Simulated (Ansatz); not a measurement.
**Mo, a known structure type with other elements, at an estimated volume**

```
Mo
1.0
     1.40770    2.43821    0.00000
    -1.40770    2.43821    0.00000
     0.00000    0.00000    9.11722
Mo
4
Cartesian
  0.0000 0.0000 0.0000
  0.0000 0.0000 4.5586
  0.0000 1.6255 6.8379
  0.0000 3.2509 2.2793
```

The numbers come from plane-wave PAW DFT (Ansatz): r2SCAN, collinear spin, 500 eV, 7×7×2 (shifted by 0, 0, 0.5 steps) k points, fermi-dirac occupations (width 0.0157 eV). Nothing was relaxed.

No atom carries over 0.3 μB, and the net moment is 0.37 μB a cell; the state need not be the lowest.

Forces: The forces vanish by the symmetry of the sites.
Contacts: Mo–Mo at 2.80 Å: least valence density 0.24 e/Å³ and ELF 0.32 there. Both are smooth PAW fields, read partly inside the augmentation spheres.
Electronic structure: It is a metal, with about 5.7 states/eV a cell as the mean within 0.25 eV of the Fermi level, mostly Mo d (91 %).
Stress: The pressure is 3.3 GPa (compression positive), so with the atoms held at these fractions the cell would first expand. The principal stresses 1.5, 1.5, 7.0 GPa differ, so its shape would change too.

Origin: a known structure type with other elements, at an estimated volume, so it need not be a known compound. Caveats: the k mesh is coarse if the cell is a metal.
